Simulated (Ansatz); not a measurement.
Input:

LuAlN2:
```xyz
16
Lattice="5.9086 0.0000 0.0000 0.0000 6.9408 0.0000 0.0000 0.0000 5.2248" Properties=species:S:1:pos:R:3 pbc="T T T"
Lu     3.5412     6.0888     5.1212
Lu     2.3674     0.8521     2.5088
Lu     5.3217     2.6183     2.5088
Lu     0.5869     4.3225     5.1212
Al     0.4302     0.8769     5.2041
Al     5.4785     6.0639     2.5917
Al     2.5241     4.3473     2.5917
Al     3.3845     2.5935     5.2041
N      3.5790     5.9220     2.1515
N      2.3297     1.0188     4.7639
N      5.2840     2.4516     4.7639
N      0.6246     4.4892     2.1515
N      3.2469     2.7520     1.8707
N      2.6617     4.1888     4.4831
N      5.6160     6.2224     4.4831
N      0.2926     0.7184     1.8707
```

This is the PBE-relaxed structure.

Task: All from PBE in the plane-wave PAW code Ansatz, unless another level is named. Predict the hole effective mass.

Result: 1.0, 2.1, 2.2 mₑ (principal values).

Task: What about the band gap?

Result: 2.91 eV (direct).

Task: Give the formation energy from the elements (no fitted shifts).

Result: -1.39 eV/atom.

Task: And the valence-band maximum?

Result: at Γ.

Space group Pna2_1. The start of the workflow was typed in or built on a structure type; neither database checked (COD, Materials Project) lists it. Its standing as an ambient phase is unchecked. Symmetry was held in the PBE relaxation; whether a distortion lowers the energy is not shown. The references are the lowest solids computed at this level, not always the standard phases (solids in place of the gases). Scalar-relativistic: spin–orbit coupling is off unless named, which matters more the heavier the elements.

Potentials: the earlier of the program's two PAW sets.
